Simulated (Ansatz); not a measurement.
Formation energy of YbBi (antiNiAs structure)

Method: PBE, scalar-relativistic; collinear spin; PAW, 420 eV, 8×8×6 k-mesh, Gaussian smearing of 0.05 eV; code Ansatz. The datasets are Ansatz's generated set soft_2.

The cell came from substitution into a structure type; no database entry of this phase was matched, which doesn't show that none exists.

Symmetry: P6_3/mmc, No. 194, hexagonal system. The conventional cell has a = 4.811 Å, b = 4.811 Å, c = 6.803 Å, α = 90.00°, β = 90.00°, γ = 120.00°. Yb (site symmetry -6m2) has 6 Bi at 3.26 Å as nearest neighbours. Bi (site symmetry -3m) has 6 Yb at 3.26 Å and 2 Bi at 3.40 Å as nearest neighbours. (Shells end 15 % past the nearest neighbour.)

The elements were computed in their standard states with the same datasets, cutoff and functional. Total energies depend on the potentials used, so only differences within one code and one set of settings carry meaning.

Energy of the relaxed cell (4 atoms, smearing extrapolated to zero): -52385.976 eV. Elements, in eV/atom: Yb -13795.026, Bi -12396.551.

Question: What is the formation energy?

Answer: [-52385.976 − (2 × -13795.026 + 2 × -12396.551)] / 4 = -0.71 eV/atom, or -68 kJ per mole of atoms.

The value is for 0 K, without zero-point energy. A negative value shows stability against the elements alone, not against other compounds or structures.

Without a U the 4f levels of Yb lie too near the Fermi level, so their share of the states there, and what hangs on it, is overstated. For elements this heavy, spin–orbit coupling would shift levels and gaps; it isn't included here. The run holds 0.8 f electrons more on Yb than the trivalent ion has, so it is divalent here. In such compounds it is trivalent as a rule, so this state is likely an artefact, and the extra f charge swells the ion.
